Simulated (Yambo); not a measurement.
```
PtSe2
1.0
    3.70996     0.00000     0.00000
   -1.85498     3.21292     0.00000
    0.00000     0.00000    15.60000
Se Pt
2 1
Direct
  0.66667   0.33333   0.91531
  0.33333   0.66667   0.08469
  0.00000   0.00000   0.00000
```

Workflow: norm-conserving PBE (stringent potentials; Quantum ESPRESSO, 104 Ry, scalar-relativistic), then G0W0 in Yambo (6×6×1 Γ-centred k mesh, bands 23 to 142 and a 6 Ry block in the screening, 142 bands in G with the Bruneval-Gonze terminator, plasmon pole fitted at 27.2 eV, slab-truncated Coulomb interaction, stochastic integration of W near q = 0).

### Question
Give the PBE and G0W0 gaps between the band edges found on this mesh, and say where the edges lie.

### Answer
Edges: Γ → (0, 0.167). PBE: 1.64 eV; G0W0: 2.61 eV. The mesh misses an edge: along a dense path the PBE gap is 1.37 eV. Convergence of the G0W0 settings was not tested. Spin-orbit coupling is left out, which matters for elements this heavy: edges can move by tenths of an eV.

Geometry relaxed with PBE+D3(BJ).
